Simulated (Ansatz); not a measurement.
Relaxed-ion elastic tensor of V (simple cubic, Pm-3m) in GPa (Voigt order), plane-wave PAW r²SCAN (Ansatz code); density 5.75 g/cm³, 14.71 Å³ per atom.

```
 261  24.4  24.4   0.0   0.0   0.0
24.4   261  24.4   0.0   0.0   0.0
24.4  24.4   261   0.0   0.0   0.0
 0.0   0.0   0.0  -126   0.0   0.0
 0.0   0.0   0.0   0.0  -126   0.0
 0.0   0.0   0.0   0.0   0.0  -126
```

Q: Is the crystal mechanically stable?

A: No: the smallest eigenvalue of C is -126 GPa.

A made-up cell: these elements were put on the sites of a structure type; neither database checked (COD, Materials Project) lists it. It is not the phase usual at ambient conditions (space group No. 229). The cell was relaxed with r²SCAN under the symmetry of its start, as lowered by the spin order. At this level the phase is mechanically unstable. The final state is antiferromagnetic, chosen from 3 collinear starts compared on coarse meshes (ties went to the first, and starts can fall back to one state), not a proven ground state. Other orbital occupations within this spin state were not tried. As this level gives no gap, shear constants depend on the k-mesh and smearing (Fermi–Dirac, 0.1 eV here).

Potentials: the later of the program's two PAW sets.
